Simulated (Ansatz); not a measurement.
Fe (bcc (W type)), relaxed with PBE+D3(BJ) (Ansatz, an electronic-structure program, plane waves, PAW): a = 2.8047 Å, b = 2.8047 Å, c = 2.8047 Å, α = 90.00°, β = 90.00°, γ = 90.00°.

- B₀ by P(V) fit (GPa) = 210
- K_Hill (GPa) = 212
- G_Hill (GPa) = 101
- Θ_D (K) = 518
- spin order and moments (μB) = ferromagnetic; net 2.11 per atom; largest site about 2.2

Problem. The same phase is relaxed and computed with r²SCAN in the same code. What are the cell and these values now?

Solution. a = 2.866 Å, b = 2.866 Å, c = 2.866 Å, α = 90.00°, β = 90.00°, γ = 90.00°.

- B₀ by P(V) fit (GPa): 176
- K_Hill (GPa): 173
- G_Hill (GPa): 65.5
- Θ_D (K): 423
- spin order and moments (μB): ferromagnetic; net 2.65 per atom; largest site about 2.8

Spin orders computed, not proven ground states: Fe, bcc (W type) with PBE+D3(BJ) ferromagnetic; Fe, bcc (W type) with r²SCAN ferromagnetic. All cells were relaxed under the symmetry of their starts (and spin orders); stability against distortions was not tested throughout.

Potentials: the later of the program's two PAW sets.

Ansatz is a plane-wave DFT program.
